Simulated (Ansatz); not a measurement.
SnAu:
```
SnAu
1.0
    4.33709     0.00000     0.00000
   -2.16855     3.75603     0.00000
    0.00000     0.00000     5.54673
Sn Au
2 2
Direct
  0.66667   0.33333   0.75000
  0.33333   0.66667   0.25000
  0.00000   0.00000   0.50000
  0.00000   0.00000   0.00000
```

This is the PBEsol-relaxed structure.

Problem. All from DFT-PBEsol in the program Ansatz with PAW potentials, unless another level is named. Estimate the density of states at the Fermi level.

Solution. 0.33 states/eV per atom (mean over ±0.08 eV).

Problem. What about the formation energy from the elements (no fitted shifts)?

Solution. -0.19 eV/atom.

Problem. Next, the gap with spin–orbit coupling?

Solution. none (metallic).

Space group P6_3/mmc (NiAs type). The workflow started from a Materials Project entry (that database holds measured and hypothetical structures alike); the Crystallography Open Database files this formula in space group No. 194, but the cells were not matched. Whether it is the stable phase at ambient conditions was not checked. Symmetry was held in the PBEsol relaxation; of distortions, only those at the zone centre were tested. The references are the lowest solids computed at this level, not always the standard phases. Spin–orbit coupling is left out wherever it is not named.

Potentials: the later of the program's two PAW sets.
